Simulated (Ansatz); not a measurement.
Q: VO₂ (rutile, P4_2/mnm) is relaxed with DFT-PBEsol in the program Ansatz with PAW potentials. What lattice parameters of the conventional cell result?

A: a = 4.537 Å, c = 2.804 Å.

These are the values of the symmetrised cell.

Q: Give the free coordinates with the occupied sites.

A: In one choice of origin and axes:

```
atom  site  symmetry       x       y       z
----  ----  --------  ------  ------  ------
V       2a      m.mm  0.0000  0.0000  0.0000
O       4f      m.2m  0.2990  0.2990  0.0000
```

Q: Is it a metal or does it have a gap at this level?

A: No gap at this level.

This is a known high-temperature phase of the composition, computed here at zero pressure and temperature. Symmetry was held in the PBEsol relaxation; whether a distortion lowers the energy is not shown. The final state is ferromagnetic, chosen from 5 collinear starts compared on coarse meshes (ties went to the first, and starts can fall back to one state), not a proven ground state. No Hubbard U is applied. The compound may be a true metal, but semilocal functionals without U, or a wrong spin order, can also close a gap.

Potentials: the earlier of the program's two PAW sets.
